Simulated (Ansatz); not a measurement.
GaSb (zinc blende), relaxed and computed with several functionals in Ansatz (plane waves, PAW).

```
functional  a (Å)  gap (eV)  B₀ by P(V) fit (GPa)
----------  -----  --------  --------------------
PBE           [?]       [?]                   [?]
HSE06       6.139      0.74                  53.8
r²SCAN      6.131      0.42                  52.9
```

Q: Complete the blanks.

A: 
- PBE, a (Å): 6.214
- PBE, gap (eV): none
- PBE, B₀ by P(V) fit (GPa): 44.6

All cells were relaxed under the symmetry of their starts (and spin orders); stability against distortions was not tested throughout. Spin–orbit coupling is left out wherever it is not named.

Potentials: the later of the program's two PAW sets.

Ansatz (an electronic-structure program) is a plane-wave DFT program.
